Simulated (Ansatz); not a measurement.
Field gradients at the nuclei in Na₄Ti₅O₁₂

The cell is a Materials Project structure (computed, not necessarily an observed phase).

Space group P-3 (No. 147); a = 5.3154, c = 9.5436 Å, γ = 120.00°.

| site | Wyckoff | site symmetry | x | y | z |
| --- | --- | --- | --- | --- | --- |
| Na1 | 2d | 3.. | 0.6667 | 0.3333 | 0.4005 |
| Na3 | 2c | 3.. | 0.0000 | 0.0000 | 0.8099 |
| Ti5 | 2d | 3.. | 0.3333 | 0.6667 | 0.9720 |
| Ti6 | 1b | -3.. | 0.0000 | 0.0000 | 0.5000 |
| Ti7 | 2d | 3.. | 0.3333 | 0.6667 | 0.2823 |
| O10 | 6g | 1 | 0.4275 | 0.0166 | 0.8778 |
| O13 | 6g | 1 | 0.7632 | 0.0953 | 0.6213 |

One atom of each set is listed.

Method: Kohn–Sham DFT in Ansatz, PBE, plane waves and PAW, scalar-relativistic, 420 eV cutoff, Γ-centred 5×5×3 k-points, Fermi–Dirac smearing 0.02 eV.

Conventions: |V_zz| ≥ |V_yy| ≥ |V_xx|, η = (V_xx − V_yy)/V_zz, C_Q = eQV_zz/h.

Na-23: I = 3/2, Q = 104.0 mb; Ti-49: I = 7/2, Q = 247.0 mb; 17O: I = 5/2, Q = -25.58 mb. Nuclear quadrupole moments: year-2017 set (Pyykkö).

**Question.** What field gradients does the calculation give at each kind of site?

**Answer.** 

| site | atoms | first shell | V_zz (10²¹ V/m²) | η | C_Q (MHz) |
| --- | --- | --- | --- | --- | --- |
| Na1 | 2 | 6 O at 2.29–2.64 Å | 1.37 | 0.00 | 3.45 |
| Na3 | 2 | 6 O at 2.32–2.39 Å | 0.65 | 0.00 | 1.64 |
| Ti5 | 2 | 6 O at 1.89–2.09 Å | -0.12 | 0.00 | -0.698 |
| Ti6 | 1 | 6 O at 1.95 Å | -1.08 | 0.00 | -6.43 |
| Ti7 | 2 | 6 O at 1.83–2.16 Å | 0.59 | 0.00 | 3.53 |
| O10 | 6 | 3 Ti at 1.89–2.16 Å, 1 Na at 2.32 Å; also 2 Na at 3.14–3.16 Å | 1.55 | 0.96 | -0.960 |
| O13 | 6 | 2 Ti at 1.83–1.95 Å, 2 Na at 2.29–2.39 Å; also 2 Na at 2.64–3.04 Å | 1.80 | 0.11 | -1.12 |

An axis of threefold or higher order runs through Na1, Na3, Ti5, Ti6 and Ti7, so V_zz lies along it and η is zero.

Where η is near 1 the sign of V_zz means little.
